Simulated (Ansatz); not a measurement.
TiGe (NiAs type, space group No. 194) at seven volumes, DFT-PBE in the program Ansatz with PAW potentials, shape and atoms relaxed at each. One row is withheld.

```tsv
V (Å³/atom)	P (GPa)
16.450	11.21
16.993	7.11
17.535	3.31
18.077	0.01
18.620	-2.85
19.162	-5.30
19.704	?
```

Question: Fit the shown pressures and predict the withheld one.

Answer: P = (3/2)B₀(x^(7/2) − x^(5/2))[1 + (3/4)(B′ − 4)(x − 1)] with x = (V₀/V)^(2/3). Least squares on the six rows gives V₀ = 18.087 Å³/atom, B₀ = 102 GPa, B′ = 3.28. At V = 19.704, x = 0.9445 and P = -7.58 GPa. The run itself gave -7.39 GPa.

Space group P6_3/mmc (NiAs type). A made-up cell: these elements were put on the sites of a structure type; neither database checked (COD, Materials Project) lists it. Its standing as an ambient phase is unchecked. The PBE relaxation kept the symmetry of its start; whether a distortion lowers the energy is not shown. The run is not spin-polarised.

Potentials: the later of the program's two PAW sets.
